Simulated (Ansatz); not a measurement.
LiF:
```xyz
2
Lattice="0.0000 2.1443 2.1443 2.1443 0.0000 2.1443 2.1443 2.1443 0.0000" Properties=species:S:1:pos:R:3 pbc="T T T"
Li     0.0000     0.0000     0.0000
F      1.0722     1.0722     1.0722
```

Relaxed with r²SCAN.

Task: Give the Bader charges and basin volumes of the independent atoms, r²SCAN (plane waves, PAW; program Ansatz).

Result: 

```tsv
atom	Bader charge (e)	Bader volume (Å³)
Li1	+0.91	2.9
F2	-0.91	16.8
```

Space group F-43m (zinc blende). The start of the workflow was typed in or built on a structure type; neither database checked (COD, Materials Project) lists it. It is not the phase usual at ambient conditions (space group No. 225). The r²SCAN relaxation kept the symmetry of its start; whether a distortion lowers the energy is not shown.

Potentials: the earlier of the program's two PAW sets.
